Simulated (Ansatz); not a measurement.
Relaxed candidate structures of InP:

**A**
```xyz
8
Lattice="7.2026 0.0000 0.0000 0.0000 7.2026 0.0000 0.0000 0.0000 4.1863" Properties=species:S:1:pos:R:3 pbc="T T T"
In     2.3217     4.8809     0.0000
In     5.9230     5.9230     2.0931
In     1.2796     1.2796     2.0931
In     4.8809     2.3217     0.0000
P      2.2929     2.2929     0.0000
P      5.8942     1.3084     2.0931
P      1.3084     5.8942     2.0931
P      4.9097     4.9097     0.0000
```

**B**
```
CELL_PARAMETERS angstrom
      4.17267     0.00000     0.00000
     -2.08633     3.61363     0.00000
      0.00000     0.00000    13.66528
ATOMIC_POSITIONS crystal
  In 0.00000 0.00000 0.00005
  In 0.00000 0.00000 0.50005
  In 0.66667 0.33333 0.75015
  In 0.33333 0.66667 0.25015
  P  0.00000 0.00000 0.81297
  P  0.00000 0.00000 0.31297
  P  0.66667 0.33333 0.56246
  P  0.33333 0.66667 0.06246
```

**C**
```
CELL_PARAMETERS angstrom
      7.20247     0.00000     0.00000
     -3.60124     6.23753     0.00000
      0.00000     0.00000     6.20963
ATOMIC_POSITIONS crystal
  In 0.57919 0.68153 0.50000
  In 0.10235 0.42081 0.50000
  In 0.31847 0.89765 0.50000
  In 0.66667 0.33333 0.50000
  P  0.00000 0.00000 0.50000
  P  0.00000 0.00000 0.84444
  P  0.00000 0.00000 0.15556
  P  0.33333 0.66667 0.00000
```

**D**
```xyz
4
Lattice="0.0000 3.8163 6.2838 1.9646 0.0000 6.2838 1.9646 3.8163 0.0000" Properties=species:S:1:pos:R:3 pbc="T T T"
In     1.9646     3.8163     7.1751
In     2.9468     5.7245    10.3170
P      1.9646     3.8163    11.7839
P      0.9823     1.9082     2.3582
```

**E**
```xyz
8
Lattice="4.4478 0.0000 0.0000 1.0902 6.6294 0.0000 1.8537 2.4674 6.8494" Properties=species:S:1:pos:R:3 pbc="T T T"
In     4.8077     4.1773     4.1209
In     3.2828     7.3555     2.7886
In     3.7337     6.7445     6.6205
In     3.6027     3.0359     1.7747
P      3.9288     2.5055     6.1200
P      0.6332     0.9892     0.6946
P      4.6520     6.0769     0.7712
P      2.6148     5.6628     4.5489
```

**Question.** Rank these by energy per atom (lowest first), as r2SCAN (plane waves to 500 eV, PAW, scalar-relativistic; Ansatz, a first-principles code) gives it.

**Answer.** B (reference), A (+0.069 eV/atom), D (+0.206 eV/atom), E (+0.35 eV/atom), C (+1.23 eV/atom)

**Question.** Give each candidate's band gap.

**Answer.** No gap: C, E. A: 1.17 eV (no spin-orbit coupling); B: 1.07 eV (no spin-orbit coupling); D: 0.64 eV (no spin-orbit coupling).

The lowest structure calculated, F-43m, cF8, zinc blende type, is not among these; it lies under 0.01 eV/atom below the lowest of them. Probably no minimum, since a slightly shaken restart fell lower: P-6, hP8 (by 0.88 eV/atom, to P1). 2 runs with a doubtful electronic state, a coarser numerical grid, an end not at rest or a source that can't be used are left out. Each run could gain symmetry but not lose that of its start, so entries can be saddle points. All of these are generated cells (placed on structure types, drawn at random, substituted or restacked) that were not matched to a known phase here. Static energies at zero pressure. The runs use different k-meshes, so differences are rounded accordingly. No spin polarisation in the result.
